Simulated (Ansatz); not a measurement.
# One atom moved over a plane in Na

Theory: DFT r2SCAN, scalar-relativistic, plane waves, PAW in Ansatz. The runs took a 500 eV cutoff, a Γ-centred 12×12×8 mesh and Gaussian smearing (0.15 eV). No spin polarisation. Energies are free energies at this smearing, counted from the undisturbed cell; pressure is positive in compression.

Zero of the scan (as given, not relaxed at this level; it stands at 0.0 GPa; this form isn't the usual structure):

```yaml
crystal:
  lattice:
    - [3.76700, 0.00000, 0.00000]
    - [-1.88350, 3.26232, 0.00000]
    - [0.00000, 0.00000, 6.15400]
  atoms:
    - { symbol: Na, position: [0.33333, 0.66667, 0.25000] }
    - { symbol: Na, position: [0.66667, 0.33333, 0.75000] }
```

Atom 1 (Na) is moved by p along (0.707, 0.707, 0.000) and q along (0.000, 0.000, 1.000) (Å), all else fixed. Points are written (p, q).

Energy above the undisturbed cell in eV/cell (a dash: not computed):

```
 p \ q  -0.450  -0.225  0.000  0.225  0.450
-0.450    0.10    0.04   0.01   0.04   0.10
-0.225    0.09    0.02   0.00   0.02   0.09
 0.000    0.08    0.02   0.00   0.02   0.08
 0.225    0.08    0.02   0.00   0.02   0.08
 0.450    0.09    0.03   0.01   0.03   0.09
```

Pressure in GPa:

```csv
p \ q,-0.450,-0.225,0.000,0.225,0.450
-0.450,0.4,0.1,0.0,0.1,0.4
-0.225,0.4,0.1,0.0,0.1,0.4
0.000,0.4,0.1,0.0,0.1,0.4
0.225,0.4,0.1,0.0,0.1,0.4
0.450,0.4,0.1,0.0,0.1,0.4
```